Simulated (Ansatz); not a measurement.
MgB$_{2}$:
```yaml
crystal:
  lattice:
    - [-1.32948, 1.32948, 4.18238]
    - [1.32948, -1.32948, 4.18238]
    - [1.32948, 1.32948, -4.18238]
  atoms:
    - { symbol: Mg, position: [0.00000, 0.00000, 0.00000] }
    - { symbol: B, position: [0.28389, 0.28389, 0.00000] }
    - { symbol: B, position: [0.71611, 0.71611, 0.00000] }
```

Relaxed with PBEsol. Special points in fractions of this cell's reciprocal vectors: Γ (0.000, 0.000, 0.000); X (0.000, 0.000, 0.500); P (0.250, 0.250, 0.250); N (0.000, 0.500, 0.000); M (0.500, 0.500, -0.500); S (0.275, 0.725, -0.275); S0 (-0.275, 0.275, 0.275); R (-0.051, 0.051, 0.500); G (0.500, 0.500, -0.051).

List the band energies nearest the Fermi level at these points for DFT-PBEsol in the program Ansatz with PAW potentials.

In eV from the Fermi level; about four levels below and three above (degenerate sets whole), none deeper than 8.9 eV; … stands for higher levels left out; points with the same levels are listed once.

| k | below | above |
|---|---|---|
| Γ | -5.51 -3.27 | 0.51 0.51 8.05 |
| X | -5.82 -3.57 -2.94 -0.20 | 1.93 2.00 … |
| P | -5.93 -5.93 -3.45 -3.13 | 0.05 1.73 … |
| N | -3.51 -1.99 | 3.83 4.93 5.08 |
| M | -8.62 | 0.45 0.45 3.68 |
| S | -8.27 -4.75 -0.33 | 3.32 4.12 5.97 |
| R | -5.93 -3.51 -2.09 -1.10 | 2.05 2.92 … |

Space group I4/mmm (MoSi2 or CaC2 type). A made-up cell: these elements were put on the sites of a structure type; neither database checked (COD, Materials Project) lists it. It is not the phase usual at ambient conditions (space group No. 191). The cell was relaxed with PBEsol under the symmetry of its start. At this level the phase is dynamically unstable (imaginary phonons).

Potentials: the later of the program's two PAW sets.
